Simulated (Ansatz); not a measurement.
Ti2O3 under pressure: fit and missing row

Ti2O3, R-3c, a = 5.094 Å, c = 13.766 Å. Ansatz: r2SCAN, PAW, 500 eV, Γ-centred 12×12×12 mesh on 10 atoms, Gaussian smearing 0.10 eV; no spin polarisation. Cell and atoms are relaxed at each pressure, and no other structure is tried, so the rows at high pressure may lie past a change of phase.

| V (Å³/atom) | P (GPa) |
| --- | --- |
| 9.440 | 24.99 |
| 9.844 | 12.00 |
| 10.145 | 3.96 |
| 10.270 | 1.00 |
| 10.314 | 0.00 |
| ? | -0.99 |

Problem. Take V0 = 10.314 Å³/atom, fit the third-order Birch–Murnaghan form to the other rows, and predict the missing volume.

Solution. With the Eulerian strain f = ½[(V0/V)^(2/3) − 1] and y = P/[3f(1 + 2f)^(5/2)], the form is the line y = B0 + 1.5 B0 (B0′ − 4) f. Rows (f, y): 0.03040, 236.4; 0.01579, 234.4; 0.00554, 231.8; 0.00143, 231.4. Means f = 0.01329, y = 233.50; Σ(Δf)² = 0.0004997, ΣΔfΔy = 0.08995; the slope is their ratio. y = 231.1 + 180.0 f GPa, so B0 = 231.1 GPa and B0′ = 4 + 2 × (180.0)/(3 × 231.1) = 4.52. P = -0.99 GPa is met at f = -0.00144 (y = 230.84), so V = V0 (1 + 2f)^(−3/2) = 10.359 Å³/atom. The run gave 10.358 Å³/atom, so the fit is 0.001 Å³/atom too high, a small miss on the scale of the series.

Spin polarisation was left out, and a magnetic state may lie lower.